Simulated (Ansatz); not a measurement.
ZnS:
```
ZnS
1.0
    0.00000     2.67827     2.67827
    2.67827     0.00000     2.67827
    2.67827     2.67827     0.00000
S Zn
1 1
Cartesian
  4.01740   4.01740   4.01740
  0.00000   0.00000   0.00000
```

x, y and z are the axes in which the lattice vectors are written.

Question: Give the high-frequency dielectric tensor and the Born effective charge tensors of the independent atoms from DFPT, PBEsol (plane waves, PAW; program Ansatz).

Answer: 
ε∞:
```
6.09  0.00  0.00
0.00  6.09  0.00
0.00  0.00  6.09
```
Z* of atom 1 (S), rows: field, columns: displacement, in e:
```
-1.95   0.00   0.00
 0.00  -1.95   0.00
 0.00   0.00  -1.95
```
Z* of atom 2 (Zn), rows: field, columns: displacement, in e:
```
1.95  0.00  0.00
0.00  1.95  0.00
0.00  0.00  1.95
```

Space group F-43m (zinc blende). The cell was relaxed with PBEsol under the symmetry of its start.

Potentials: the later of the program's two PAW sets.
